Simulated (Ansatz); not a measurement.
Ge (hcp type), DFT, PBEsol, norm-conserving pseudopotentials, Ansatz's default files, scalar-relativistic (Ansatz 0.2.0), on 1 thread of Intel(R) Xeon(R) 6975P-C (Granite Rapids) (shared host).

Command: `ansatz run input.yaml --threads 1 --pin off --max-ram 2048MiB --backend cpu --events-out ev --progress --plain --runs-dir out`

```yaml
crystal:
  lattice:
    - [2.9053801907, 0.0, 0.0]
    - [-1.4526900953, 2.5161330528, 0.0]
    - [0.0, 0.0, 4.7596330763]
  atoms:
    - { symbol: Ge, position: [0.3333333333, 0.6666666667, 0.25] }
    - { symbol: Ge, position: [0.6666666667, 0.3333333333, 0.75] }
kpoints:
  mp_grid: { grid: [16, 16, 9] }
scf:
  occupations: { method: fermi_dirac, width: 0.08 }
hamiltonian:
  xc: pbesol
  pseudopotentials: { kind: nc }
output:
  forces: true
  stress: true
  eigenvalues: true
```

Task: How large is the problem that the program sets up?

Result: 150 irreducible k-points, 2743 plane waves at Γ, 18 bands.

Task: About how long does it take, and how much memory?

Result: 6.4 s of wall time for 5 SCF iterations, with a peak of 0.53 GiB. Times on shared machines scatter by tens of per cent.
